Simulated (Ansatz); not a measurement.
Cell and atoms are relaxed with the symmetry kept. Start:

```xyz
6
Lattice="4.4620 0.0000 0.0000 -2.2310 3.8642 0.0000 0.0000 0.0000 6.0553" Properties=species:S:1:pos:R:3 pbc="T T T"
Ba    2.2310    1.2881    4.5415
Ba    0.0000    2.5762    1.5138
H     0.0000    2.5762    4.5415
H     2.2310    1.2881    1.5138
H     0.0000    0.0000    3.0276
H     0.0000    0.0000    0.0000
```

The calculation used DFT r2SCAN, scalar-relativistic, plane waves, PAW in Ansatz 0.2.0.

Cutoff 500 eV; k points 6×6×6 on the computed 6-atom cell (Γ-centred); Gaussian smearing, width 0.02 eV; no spin polarisation.

Task: What does it relax to?

Result: The volume drops by 0.34 Å³/atom to 17.06 Å³/atom, and the energy falls by 0.7 meV/atom. Final structure:
```
Ba H
1.0
     4.43842    0.00000    0.00000
    -2.21921    3.84378    0.00000
     0.00000    0.00000    6.00041
Ba H
2 4
Cartesian
  2.2192 1.2813 4.5003
  0.0000 2.5625 1.5001
  0.0000 2.5625 4.5003
  2.2192 1.2813 1.5001
  0.0000 0.0000 3.0002
  0.0000 0.0000 0.0000
```

Course of the relaxation (steps run on the plane waves of an earlier cell, and the basis is chosen afresh near the end, so energy and pressure can step there; trial steps that raised the energy were taken back; energies are free energies):

```tsv
step	E − E_final (meV/atom)	P (GPa)	V (Å³/atom)
1	0.7	-0.65	17.40
2	0.2	0.41	16.90
3	0.0	-0.01	17.07
4	0.0	-0.01	17.06
5	0.0	-0.01	17.06
```

Cost: 1 run of about 1.4 core-minutes, on AMD EPYC (Zen 3) (shared hosts).